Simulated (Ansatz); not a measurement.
A geometry of MoS₂ away from equilibrium: step 4 of the relaxation of a relaxed MoS2 cell displaced along its unstable phonon at q = (0, 0, ½) of its primitive reciprocal cell (162i cm⁻¹), largest move 0.15 Å. The numbers are results of PBE (plane waves to 420 eV, PAW, scalar-relativistic; Ansatz, a quantum-chemistry and plane-wave program), not measurements. Γ-centred k-mesh 6×6×5 on the run's cell (coarser than for final values), Fermi–Dirac smearing 0.05 eV.

```xyz
12
Lattice="5.8630 -0.0008 0.0000 -0.0008 5.8630 0.0000 0.0000 0.0000 6.5530" Properties=species:S:1:pos:R:3 pbc="T T T"
Mo     2.9311     2.9311     1.5687
Mo     2.9311     2.9311     5.0073
Mo     0.0000     0.0000    -0.2160
Mo     0.0000     0.0000     3.4631
S      4.6928     4.6928     1.6239
S      4.5866     4.5866     4.9102
S      1.6773     4.1850     0.0052
S      1.7227     4.1395     3.2936
S      4.1850     1.6773     0.0052
S      4.1395     1.7227     3.2936
S      1.1694     1.1694     1.6239
S      1.2757     1.2757     4.9102
```

What forces act on the atoms (eV/Å)?


```
atom     Fx     Fy     Fz
----  -----  -----  -----
Mo1    0.00   0.00  -0.74
Mo2    0.00   0.00   0.73
Mo3    0.00   0.00   0.31
Mo4    0.00   0.00  -0.41
S5    -0.07  -0.07   0.06
S6    -0.02  -0.02  -0.04
S7    -0.01   0.01   0.04
S8     0.04  -0.04   0.00
S9     0.01  -0.01   0.04
S10   -0.04   0.04   0.00
S11    0.07   0.07   0.06
S12    0.02   0.02  -0.04
```

What is the pressure?

+0.4 GPa, compression positive.

No spin polarisation in the result.

The run could not lose the symmetry of its start: the end is stationary, and may be a saddle point rather than a minimum.

The end of the path is a generated cell of MoS2: the first start was made by placing the elements on the sites of a structure type, and the end was not matched to a known phase here, so it may be hypothetical. Known forms of MoS2 include space group No. 160, 194.
